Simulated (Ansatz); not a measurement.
**FeNiPt2 (P4/mmm): total moment held at 3.48 μB**

Theory: Ansatz, DFT, r2SCAN, all-electron PAW with datasets made for the crystal, scalar-relativistic.

Command: `ansatz run input.yaml --threads 2 --pin off --max-ram 6144MiB --backend cpu --events-out ev --progress --plain --runs-dir out`

```yaml
crystal:
  lattice:
    - [3.8579134, 0.0, 0.0]
    - [0.0, 3.8579134, 0.0]
    - [0.0, 0.0, 3.63962714]
  atoms:
    - { symbol: Fe, position: [0.0, 0.0, 0.0], spin: 2.292 }
    - { symbol: Ni, position: [0.5, 0.5, 0.0], spin: 0.619 }
    - { symbol: Pt, position: [0.5, 0.0, 0.5], spin: 0.284 }
    - { symbol: Pt, position: [0.0, 0.5, 0.5], spin: 0.285 }
magnetization:
  spin_polarized: true
  initial_magnetization: 3.48
  spin_locking: { lock_magnetization: hard }
kpoints:
  mp_grid: { grid: [8, 8, 8] }
scf:
  occupations: { method: fermi_dirac, width: 0.03 }
  lower_state_search: "off"
hamiltonian:
  xc: r2scan
  pseudopotentials: { kind: all_electron, datasets: crystal }
output:
  forces: true
  stress: true
  eigenvalues: false
```

Output:

```
Warning: This run holds its total moment fixed (magnetization.spin_locking.lock_magnetization: hard) and mixes its density by anderson or broyden (scf.mixing.algorithm, typed or taken by auto). Slabs with a fixed moment have converged under broyden above another state at the same moment, at the default mixing steps and at smaller ones, and under scf.lower_state_search: standard, light or off a sta …
settings of this run that can trade accuracy for cost: output.eigenvalues: false. Do not mix this run's numbers with those of runs without the same settings; the input reference describes each key
hamiltonian.pseudopotentials.datasets: crystal makes datasets for this crystal and solves the spheres of its atoms anew in each pass: cutoff 280.0 eV, the density's 1960.0 eV; for an error of 0.50 meV an atom under PBE, 2.0 meV for the cell; an energy difference from a run of another recipe may be off by several times the error for the cell, under r2SCAN by more, where some 0.1 meV an atom stays a …
Engine: ansatz 0.2.0
Pseudopotentials: kind: all_electron
Pseudopotential: Fe, paw, valence charge 16, recommended cutoff 280 eV (normal), crystal/all_electron/r2scan/scalar/gaussian/Fe, Koelling and Harmon's equation, gaussian nucleus
Pseudopotential: Ni, paw, valence charge 18, recommended cutoff 280 eV (normal), crystal/all_electron/r2scan/scalar/gaussian/Ni, Koelling and Harmon's equation, gaussian nucleus
Pseudopotential: Pt, paw, valence charge 18, recommended cutoff 280 eV (normal), crystal/all_electron/r2scan/scalar/gaussian/Pt, Koelling and Harmon's equation, gaussian nucleus
Functional definition: r2SCAN
  parameter k0 = 0.174
  parameter k1 = 0.065
  parameter a1 = 4.9479
  exchange = r2scan_x(k0 = k0, k1 = k1, a1 = a1)
  correlation = r2scan_c
Crystal: 4 atoms, lattice volume = 54.170 Å³
Basis set: ecut = 280 eV, 577 PW (Γ), exchange–correlation on 90×90×81 points (27 copies of the dense FFT grid, shifted against one another)
Bands: 45, of which v1, the nominal top of the filled ones, is band 35 counted from 1 (34 counted from 0)
Symmetry: 8 space group operations
Space group: Pmmm (ITA 47), of the structure as read, at distance tolerance 3.8e-5 Å
Magnetic group: BNS 47.249 (UNI 347), of the structure as read, at distance tolerance 3.8e-5 Å
k-points: 125 of 512
Non-local potential: Fe, projectors of the file, l = 0: 3, l = 1: 2, l = 2: 2
Non-local potential: Ni, projectors of the file, l = 0: 3, l = 1: 3, l = 2: 2
Non-local potential: Pt, projectors of the file, l = 0: 2, l = 1: 2, l = 2: 2
PAW form: soft (Blöchl's): semilocal exchange-correlation on the pseudo side does not see the compensation charge
PAW one-centre angular grid: Fe, 590 points (default); XC on its mesh's 1917 points in the sphere
PAW one-centre angular grid: Ni, 590 points (default); XC on its mesh's 1913 points in the sphere
PAW one-centre angular grid: Pt, 590 points (default); XC on its mesh's 1809 points in the sphere
Initial density: superposition of atomic densities (chi_scale 0.1, normalization cell)
Starting moments: Σ|m| = 3.48 μB on 4 of 4 sites
[...]
Fermi energy:    23.740492 (↑ 23.623649, ↓ 23.857335) eV
--- Per-component energies (eV) ---
  E_band       = -652.935857
  E_kinetic    = 693.906839
  E_local      = -4995.990002  (includes V_loc(G=0)·N_el)
  E_nonlocal   = -1298.185916
  E_hartree    = 2784.427784
  E_xc         = -223.215122
  E_vxc        = -329.225107  (∫ρ·V_xc dr)
  E_paw        = -1085396.053104  (= ΣΔE_a)
  E_vpaw       = -21390.707024  (= ΣTr[D̂ρ^β])
  E_vtau       = 25.053448  (kinetic-family band-sum trace: ∫τ·v_τ [+ j·A + Jᵃ·Aᵃ] dr)
  E_ewald      = -10699.660971
  E_smearing   = -0.010898  (= −TS)
  E_closure    = 21073.358984  (closes the sum)
  Σ components = -1078061.422406   (vs F -1078061.422406, Δ=0.00e0)
  The terms above E_closure are by the made datasets' own strengths, without shells solved beside the bands.
--- Forces (eV/Å), atoms counted from 1 ---
  atom   1  Fe     0.00000000     0.00000000     0.00000000
  atom   2  Ni     0.00000000     0.00000000     0.00000000
  atom   3  Pt    -0.00000000     0.00000000    -0.00000000
  atom   4  Pt     0.00000000     0.00000000     0.00000000
  max |Σ_I F_I| component: 6.00e-29 eV/Å
--- Stress (GPa, compression-positive) ---
       -1.054082      -0.000000      -0.000000
       -0.000000      -1.054082      -0.000000
       -0.000000      -0.000000      -1.787627
  P = ⅓ Tr σ = -1.2986 GPa (-12.986 kbar)
settings of this run that can trade accuracy for cost: output.eigenvalues: false. Do not mix this run's numbers with those of runs without the same settings; the input reference describes each key
```

The log's space group differs from the title's, since the program also counts the typed moments and uses a tighter tolerance.

Site moments (μB): Fe1 3.43, Ni2 -0.19, Pt3 0.17, Pt4 0.17. Cell moment 3.48 μB.

The magnetic group in the log treats spin as a scalar label, without spin–orbit coupling.

The Ansatz runs typed with the search for lower states off end where their start leads. Spin–orbit coupling is left out although heavy atoms are present. r²SCAN is known to give itinerant transition metals moments and polarisation energies that are too large. The magnetic state is the one that this cell and start allow. It needn't be the compound's measured order, which may need a larger cell or be absent.

It took 2.1 min on 2 threads of Intel(R) Xeon(R) Platinum 8559C (Emerald Rapids), with other jobs on the host, peak memory 2.8 GiB.
